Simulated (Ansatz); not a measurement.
## SrTlH: reading a single point

```yaml
crystal:
  lattice:
    - [4.15854, 0.00000, 0.00000]
    - [0.00000, 4.15854, 0.00000]
    - [0.00000, 0.00000, 8.03927]
  atoms:
    - { symbol: Sr, position: [0.00000, 0.50000, 0.20000] }
    - { symbol: Sr, position: [0.50000, 0.00000, 0.80000] }
    - { symbol: H, position: [0.00000, 0.00000, 0.00000] }
    - { symbol: H, position: [0.50000, 0.50000, 0.00000] }
    - { symbol: Tl, position: [0.00000, 0.50000, 0.70000] }
    - { symbol: Tl, position: [0.50000, 0.00000, 0.30000] }
```

Single point in Ansatz 0.2.0 with PBE, no spin polarisation. Cutoff 420 eV, PAW datasets, 6×6×3 Γ-centred k mesh, cold filling (width 0.011 eV).

Forces: The largest is on Sr2 (and as large on other atoms): 1.74 eV/Å, components (0.00, 0.00, 1.74). It makes 52° with the line to a nearest neighbour, H3 at 2.63 Å.
Contacts: Sr–H at 2.63 Å: least valence density 0.12 e/Å³ and ELF 0.11 there. H–H at 2.94 Å: least valence density 0.05 e/Å³ and ELF 0.09 there. Sr–Tl at 3.05 Å: least valence density 0.17 e/Å³ and ELF 0.12 there. Both are smooth PAW fields, read partly inside the augmentation spheres.
Formation energy: 0.05 eV an atom against the elements' usual phases (free molecules for gases, crystals otherwise, with no correction for O₂ or N₂), so at this geometry it isn't bound against them. Relaxing would lower it.
Stress: The pressure is 6.2 GPa (compression positive), so with the atoms held at these fractions the cell would first expand; the forces are large, so a full relaxation may end otherwise. The principal stresses -1.9, 10.3, 10.3 GPa differ, so its shape would change too.
At the Fermi level: It is a metal, with about 3.7 states/eV a cell as the mean within 0.25 eV of the Fermi level, mostly Tl p (77 %).
Charges: Bader charges in e: Sr +1.26, Tl -0.59, H -0.67. In the mean Sr gives up most and H takes most.

Origin: a known structure type with other elements, at an estimated volume, so it need not be a known compound. Caveats: atoms or cell far from equilibrium.
